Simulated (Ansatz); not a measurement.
All numbers below come from DFT PBE, scalar-relativistic, plane waves, PAW (Ansatz 0.2.0). All cells share a 420 eV cutoff and Γ-centred k meshes spaced about 0.3 Å⁻¹ or finer (0.25 for metals, 2π included). No spin polarisation.

A search over trial structures of Mg₃Sn₃N gave this relaxed cell.

```yaml
crystal:
  lattice:
    - [3.31523, 0.00000, 0.00000]
    - [-1.65762, 2.87108, 0.00000]
    - [0.00000, 0.00000, 15.39197]
  atoms:
    - { symbol: Mg, position: [0.66667, 0.33333, 0.40847] }
    - { symbol: Mg, position: [0.33333, 0.66667, 0.06926] }
    - { symbol: Mg, position: [0.66667, 0.33333, 0.93560] }
    - { symbol: Sn, position: [0.00000, 0.00000, 0.57663] }
    - { symbol: Sn, position: [0.00000, 0.00000, 0.24668] }
    - { symbol: Sn, position: [0.33333, 0.66667, 0.76027] }
    - { symbol: N, position: [0.00000, 0.00000, 0.00310] }
```

Wave vectors count in units of this cell's reciprocal vectors.

Task: Is it a true minimum?

Result: No. The phonons on a 3×3×1 q mesh of the computed 7-atom cell go imaginary, to 18i cm⁻¹ at q = (0.00, 0.00, 0.00). (Phonon run: 12×12×2 k mesh, Gaussian smearing of 0.10 eV.) With atoms moved at random and symmetry off, it falls by 41 meV/atom into R3m (No. 160). Conventional cell: a = 3.303 Å, c = 46.018 Å. Mg on its first site has 6 Sn at 3.11–3.13 Å and 6 Mg at 3.30 Å; Mg on its second site has 3 N at 2.17 Å, 3 Mg at 2.80 Å and 3 Sn at 3.28 Å; around Sn on its first site lie 1 Sn at 3.01 Å, 3 Mg at 3.13 Å and 6 Sn at 3.30 Å; N has 6 Mg at 2.16–2.17 Å; 3 more sites not described.

```cif
data_structure
_symmetry_space_group_name_H-M 'R3m:H'
_symmetry_Int_Tables_number 160
_cell_length_a 3.3026
_cell_length_b 3.3026
_cell_length_c 46.0182
_cell_angle_alpha 90.000
_cell_angle_beta 90.000
_cell_angle_gamma 120.000
_cell_volume 434.68
loop_
_atom_site_label
_atom_site_type_symbol
_atom_site_symmetry_multiplicity
_atom_site_Wyckoff_symbol
_atom_site_fract_x
_atom_site_fract_y
_atom_site_fract_z
_atom_site_occupancy
Mg1 Mg 3 a 0.33333 0.66667 0.29271 1
Mg2 Mg 3 a 0.66667 0.33333 0.07063 1
Mg3 Mg 3 a 0.33333 0.66667 0.11511 1
Sn1 Sn 3 a 0.66667 0.33333 0.23885 1
Sn2 Sn 3 a 0.33333 0.66667 0.01266 1
Sn3 Sn 3 a 0.66667 0.33333 0.17343 1
N1 N 3 a 0.00000 0.00000 0.09304 1
```

Phonons of metals hang on the k mesh and the smearing.
